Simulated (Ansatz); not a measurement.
Starting structure of a cell relaxation (symmetry kept):

```xyz
2
Lattice="2.8125 0.0000 0.0000 -1.4062 2.4357 0.0000 0.0000 0.0000 4.8669" Properties=species:S:1:pos:R:3 pbc="T T T"
Al    1.4062    0.8119    3.6501
Al    0.0000    1.6238    1.2167
```

Level of theory: DFT PBEsol, scalar-relativistic, plane waves, PAW (Ansatz).

Plane waves to 420 eV, a k mesh through Γ of 18×18×10 on the computed 2-atom cell and Gaussian smearing (0.10 eV); no spin polarisation.

Question: What does it relax to?

Answer: The volume goes down by 0.36 Å³/atom to 16.31 Å³/atom, and the energy falls by 3.9 meV/atom. Final structure:
```cif
data_structure
_symmetry_space_group_name_H-M 'P6_3/mmc'
_symmetry_Int_Tables_number 194
_cell_length_a 2.8501
_cell_length_b 2.8501
_cell_length_c 4.6373
_cell_angle_alpha 90.000
_cell_angle_beta 90.000
_cell_angle_gamma 120.000
_cell_volume 32.62
loop_
_atom_site_label
_atom_site_type_symbol
_atom_site_symmetry_multiplicity
_atom_site_Wyckoff_symbol
_atom_site_fract_x
_atom_site_fract_y
_atom_site_fract_z
_atom_site_occupancy
Al1 Al 2 c 0.66667 0.33333 0.75000 1
```

This form isn't the element's structure at ambient conditions.